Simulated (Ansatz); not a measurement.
B:
Space group Fd-3m, origin choice 1 (No. 227); a = b = c = 4.031 Å, α = β = γ = 90.00°

```
atom  site  symmetry       x       y       z
----  ----  --------  ------  ------  ------
B       8b      -43m  0.5000  0.5000  0.5000
```
(The calculation used a cell of 2 atoms; values per cell refer to that cell.)

Relaxed with PBEsol.

**Question.** Decompose the optical modes at the zone centre into irreducible representations, and say which are infrared and Raman allowed.

**Answer.** Point group m-3m: Γ_opt = T2g. Infrared: none. Raman: T2g.

**Question.** Assign frequencies (DFPT, DFT-PBEsol in the program Ansatz with PAW potentials).

**Answer.** T2g 574 cm⁻¹.

The start of the workflow was typed in or built on a structure type; neither database checked (COD, Materials Project) lists it. It is not the phase usual at ambient conditions (space group No. 166). Symmetry was held in the PBEsol relaxation. At this level the phase is mechanically unstable. As this level gives no gap, phonon frequencies hold no LO–TO term and depend on the k-mesh and smearing (Fermi–Dirac, 0.1 eV here).

Potentials: the earlier of the program's two PAW sets. The files were generated under PBE; for other functionals the program regenerates the frozen cores, and for LDA and PBEsol the local potential too.
